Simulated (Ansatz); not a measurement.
## CdF2 in Ansatz, settings compared

Run with:

```bash
ansatz run input.yaml --threads 1 --pin off --max-ram 2560MiB --backend cpu --events-out ev --progress --plain --runs-dir out
```

The input file (Ansatz 0.2.0, plane waves):

```yaml
crystal:
  lattice:
    - [0.0, 2.704828, 2.704828]
    - [2.704828, 0.0, 2.704828]
    - [2.704828, 2.704828, 0.0]
  atoms:
    - { symbol: Cd, position: [0.0, 0.0, 0.0] }
    - { symbol: F, position: [0.25, 0.25, 0.25] }
    - { symbol: F, position: [0.75, 0.75, 0.75] }
  symmetry: { tolerance: 0.0003 }
kpoints:
  mp_grid: { grid: [6, 6, 6], shift: [0, 0, 0] }
magnetization:
  spin_polarized: false
scf:
  occupations: { method: fermi_dirac, width: 0.0521 }
hamiltonian:
  pseudopotentials: { kind: paw }
  xc: r2scan
basis:
  ecutwfc: 500
output:
  forces: true
  stress: true
  eigenvalues: true
relax:
  max_steps: 40
  cell: {}
```

Origin of the cell: a database entry, scaled a little.

Output of this run (shortened):

```
Pseudopotentials: kind: paw
Pseudopotential: Cd, paw, valence charge 20, recommended cutoff 500 eV (meta_gga), Cd.paw.azcp
Pseudopotential: F, paw, valence charge 7, recommended cutoff 500 eV (meta_gga), F.paw.azcp
Functional definition: r2SCAN
  exchange = r2scan_x(k0 = k0, k1 = k1, a1 = a1)
  correlation = r2scan_c
Crystal: 3 atoms, lattice volume = 39.578 Å³
Basis set: ecut = 500 eV, 965 PW (Γ), exchange–correlation on 120×120×120 points (64 copies of the dense FFT grid, shifted against one another)
Bands: 21, of which v1, the nominal top of the filled ones, is band 17 counted from 1 (16 counted from 0)
Symmetry: 48 space group operations
Space group: Fm-3m (ITA 225), of the structure as read, at distance tolerance 1.0e-3 Å
[… 7 lines left out …]
Initial density: superposition of atomic densities (neutral atoms: chi_scale 0, normalization atom), corrected by the library's trained network
Functional: x = r2scan, c = r2scan; τ floored in thin density (d = 2e-4 eV/Å³)
SCF iter   1: F=—  HF=-9889.347952 eV  Δρ=1.09e-2  dr2=3.69e-2  dr2_τ=7.53e-2
SCF iter   2: F=—  HF=-9889.376709 eV  Δρ=6.38e-3  dr2=5.01e-3  dr2_τ=1.72e-3
SCF iter   3: F=—  HF=-9889.376235 eV  Δρ=2.39e-3  dr2=9.61e-4  dr2_τ=2.52e-4
SCF iter   4: F=—  HF=-9889.376292 eV  Δρ=8.29e-4  dr2=1.36e-4  dr2_τ=1.73e-5
SCF iter   5: F=—  HF=-9889.376282 eV  Δρ=1.34e-4  dr2=3.69e-6  dr2_τ=7.86e-7
SCF iter   6: F=—  HF=-9889.376275 eV  Δρ=3.51e-5  dr2=3.77e-7  dr2_τ=2.89e-8
SCF iter   7: F=-9889.376275 eV  HF=-9889.376275 eV  Δρ=4.82e-6  dr2=6.61e-9  dr2_τ=5.79e-10
relax step   1: F+E_penalty+E_count = -9889.376275 eV  Δ(F+E_penalty+E_count) = +0.000e0 eV  max|allowed force component| = 9.637e-18 eV/Å  Δτ_max = 0.0000 Å  P = -1.292 GPa  Ω = 39.578 Å³  ( […]
relax step   2: F+E_penalty+E_count = -9889.378658 eV  Δ(F+E_penalty+E_count) = -2.383e-3 eV  max|allowed force component| = 3.084e-17 eV/Å  Δτ_max = 0.0000 Å  P = -0.031 GPa  Ω = 39.123 Å³ […]
relax step   3: F+E_penalty+E_count = -9889.378114 eV  Δ(F+E_penalty+E_count) = +5.439e-4 eV  max|allowed force component| = 3.624e-17 eV/Å  Δτ_max = 0.0000 Å  P = -0.024 GPa  Ω = 39.123 Å³  stress off target by 2.35e-2 GPa […]
SCF 3 converged in 5 iterations: F = -9889.378114 eV  dr2 = 1.84e-11
basis re-selected at this cell: Δ(F+E_penalty+E_count) = +5.439e-4 eV, ΔP = +0.007 GPa vs the last step (what re-selecting the basis moved, of the pressure what is left beyond the Pulay corre […]
SCF converged after 5 iterations
Free energy (F): -9889.378114 eV
Harris-Foulkes:  -9889.378114 eV  (|F-HF|=2.00e-11)
Internal energy: -9889.378114 eV  (E = F + TS)
E sigma→0 (E₀):  -9889.378114 eV
Fermi energy:    7.833487 eV
--- Per-component energies (eV) ---
  E_band       = -519.833907
  E_kinetic    = 922.461531
  E_local      = -4242.511668  (includes V_loc(G=0)·N_el)
  E_nonlocal   = 184.168860
  E_hartree    = 1882.322384
  E_xc         = -326.082142
  E_vxc        = -476.244054  (∫ρ·V_xc dr)
  E_paw        = -4515.868548  (= ΣΔE_a)
  E_vpaw       = -705.964816  (= ΣTr[D̂ρ^β])
  E_aug_tail   = 0.002266  (compensation charges beyond the density's cutoff)
  E_vtau       = 33.609234  (kinetic-family band-sum trace: ∫τ·v_τ [+ j·A + Jᵃ·Aᵃ] dr)
  E_ewald      = -3793.243244
  E_core_change = -0.627554  (= ΣΔE_core)
  E_smearing   = -0.000000  (= −TS)
  Σ components = -9889.378114   (vs F -9889.378114, Δ=0.00e0)
--- Forces (eV/Å), atoms counted from 1 ---
  atom   1  Cd     0.000000     0.000000    -0.000000
  atom   2  F      0.000000    -0.000000    -0.000000
  atom   3  F      0.000000     0.000000     0.000000
  max |Σ_I F_I| component: 8.10e-18 eV/Å
--- Stress (GPa, compression-positive) ---
       -0.023537      -0.000000      -0.000000
       -0.000000      -0.023537      -0.000000
       -0.000000      -0.000000      -0.023537
  P = ⅓ Tr σ = -0.0235 GPa (-0.235 kbar)
--- Relaxed structure (2 steps of the walk, 2 accepted, 1 SCFs on fresh bases) ---
  F+E_penalty+E_count = -9889.378114 eV   max|allowed force component| = 3.624e-17 eV/Å   (the final SCF, on the basis selected at the relaxed cell)
  cell:  # Å, volume = 39.1231 Å³
    - [0.0, 2.694436, 2.694436]
    - [2.694436, 0.0, 2.694436]
    - [2.694436, 2.694436, 0.0]
  atoms:
    - { symbol: Cd, position: [0.0, 0.0, 0.0] }
    - { symbol: F, position: [0.250000, 0.250000, 0.250000] }
    - { symbol: F, position: [0.750000, 0.750000, 0.750000] }
```

The same input was run again with these changes:

1. `scf.algorithm` default → density_mixing
2. `hamiltonian.dispersion` default → d3bjatm; `basis.ecutrho_ratio` default → 12; `magnetization` { spin_polarized: false } → { spin_polarized: true } (starts: small); typed moments: Cd1 0.2, F2 0.2, F3 0.2
3. `scf.lower_state_search` default → "off"
4. `basis.ecutwfc` 500 → "33.1 Ry"; `scf.algorithm` default → direct_min

```json
{"run": "base", "end": "converged", "SCF iterations": "17", "volume (Å³/atom)": "13.04", "max force component (eV/Å)": "0.000", "moment (μB)": "–", "ΔE(σ→0) (meV/atom)": "0"}
{"run": "1", "end": "converged", "SCF iterations": "17", "volume (Å³/atom)": "13.04", "max force component (eV/Å)": "0.000", "moment (μB)": "–", "ΔE(σ→0) (meV/atom)": "0.00"}
{"run": "2", "end": "converged", "SCF iterations": "31", "volume (Å³/atom)": "12.96", "max force component (eV/Å)": "0.000", "moment (μB)": "0.00", "ΔE(σ→0) (meV/atom)": "–"}
{"run": "3", "end": "converged", "SCF iterations": "17", "volume (Å³/atom)": "13.04", "max force component (eV/Å)": "0.000", "moment (μB)": "–", "ΔE(σ→0) (meV/atom)": "0.00"}
{"run": "4", "end": "converged", "SCF iterations": "15", "volume (Å³/atom)": "13.04", "max force component (eV/Å)": "0.000", "moment (μB)": "–", "ΔE(σ→0) (meV/atom)": "1.89"}
```

Energies are compared only where functional, datasets, charge and starting cell are the same.

Caveats of the base run: the relaxation held the start's symmetry, so the end may be a saddle point.

Run 2: a starting moment was lost.
Run 4: the cutoff lies below the datasets' advice.

Time of the base run: 7.3 s on 1 thread of Intel(R) Xeon(R) Platinum 8259CL CPU @ 2.50GHz (Skylake/Cascade Lake), with other jobs on the host, peak memory 0.56 GiB, from the program's own first density.
